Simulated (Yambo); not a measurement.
Yambo run on MgCrO4 (space group Cmcm, No. 63). The wavefunctions are norm-conserving PBEsol (Quantum ESPRESSO, 94 Ry, no spin-orbit coupling) ones on a 2×2×2 mesh (48 occupied bands); a = b = 4.986 Å, c = 6.337 Å, α = β = 90.00°, γ = 113.25°.

Yambo input:

```
rim_cut
gw0
dyson
el_el_corr
HF_and_locXC
ppa
em1d
RandQpts= 1000000
RandGvec= 1 Ry
EXXRLvcs= 94 Ry
VXCRLvcs= 376 Ry
Chimod= "HARTREE"
% BndsRnXp
 11 | 231 |
%
NGsBlkXp= 7 Ry
% LongDrXp
 1.0 | 1.0 | 1.0 |
%
PPAPntXp= 27.2114 eV
% GbndRnge
 1 | 102 |
%
GTermKind= "BG"
DysSolver= "n"
ExtendOut
% QPkrange
 1 | 1 | 48 | 49 |
 5 | 5 | 49 | 49 |
%
```

k points by index: 1 = Γ, 5 = (-0.5, -0.5, 0).

Resulting energies as the program prints them:

```
#    K-point    Band    Eo [eV]    E [eV]    E-Eo [eV]    Vxc [eV]    Vnlxc [eV]    Sc|Eo [eV]    Sc|E [eV]    dSc/dw|Eo [eV]    Re(Z)    Im(Z)
#
    1    48    0.000000    -0.603590    -0.603590    -19.76642    -24.69600    4.150526    4.325993    -7.908827    0.774804    -0.001398
    1    49    2.485596    4.349742    1.864146    -23.27127    -16.94907    -3.894540    -4.458061    -8.225131    0.767887    -0.001751
    5    49    2.396612    4.294602    1.897990    -23.63545    -17.10855    -4.051740    -4.628907    -8.274153    0.766827    -0.001610
```
(The two width columns are left out.) Convergence of these settings isn't established.

Geometry of the Materials Project entry, not relaxed at this level.

The runs are not spin-polarised; magnetic order was not tried.
